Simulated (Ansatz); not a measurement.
SiSnGeC:
```yaml
crystal:
  lattice:
    - [1.86253, 1.07533, 6.12019]
    - [-1.86253, 1.07533, 6.12019]
    - [0.00000, -2.15066, 6.12019]
  atoms:
    - { symbol: C, position: [0.00842, 0.00842, 0.00842] }
    - { symbol: Si, position: [0.11126, 0.11126, 0.11126] }
    - { symbol: Ge, position: [0.49372, 0.49372, 0.49372] }
    - { symbol: Sn, position: [0.63660, 0.63660, 0.63660] }
```

Relaxed with PBEsol. Special points in fractions of this cell's reciprocal vectors: Γ (0.000, 0.000, 0.000); T (0.500, 0.500, 0.500); H2 (0.813, 0.187, 0.500); H0 (0.500, -0.187, 0.187); L (0.500, 0.000, 0.000); S0 (0.344, -0.344, 0.000); S2 (0.656, 0.000, 0.344); F (0.500, 0.000, 0.500).

List the band energies nearest the Fermi level at these points for the program Ansatz at the PBEsol level (PAW).

In eV from the Fermi level; about four levels below and three above (degenerate sets whole), none deeper than 8.9 eV; points with the same levels are listed once.

| k | below | above |
|---|---|---|
| Γ | -2.38 -2.38 -1.33 -0.52 | 0.11 0.11 2.54 |
| T | -2.29 -2.29 -0.24 -0.24 | 0.43 2.32 3.66 3.66 |
| H2 | -5.26 -4.57 -3.67 -2.43 | 1.51 1.84 3.64 |
| L | -4.72 -4.13 -3.66 -2.00 | 0.90 2.11 3.28 |
| S0 | -5.39 -4.50 -3.78 -2.47 | 1.29 2.81 3.22 |
| F | -3.93 -3.90 -1.70 -1.44 | 0.12 0.66 1.28 |

Space group R3m. The start of the workflow was typed in or built on a structure type; neither database checked (COD, Materials Project) lists it. Its standing as an ambient phase is unchecked. Symmetry was held in the PBEsol relaxation; its stability against distortions is not shown here. The volume moved by 21 % from the start of the relaxation. Its formation energy is positive at this level, so the cell may be metastable or incomplete. The Fermi level of a semimetal is unsure by some 0.05 eV on such meshes. Scalar-relativistic: spin–orbit coupling is off unless named, which matters more the heavier the elements.

Potentials: the later of the program's two PAW sets.
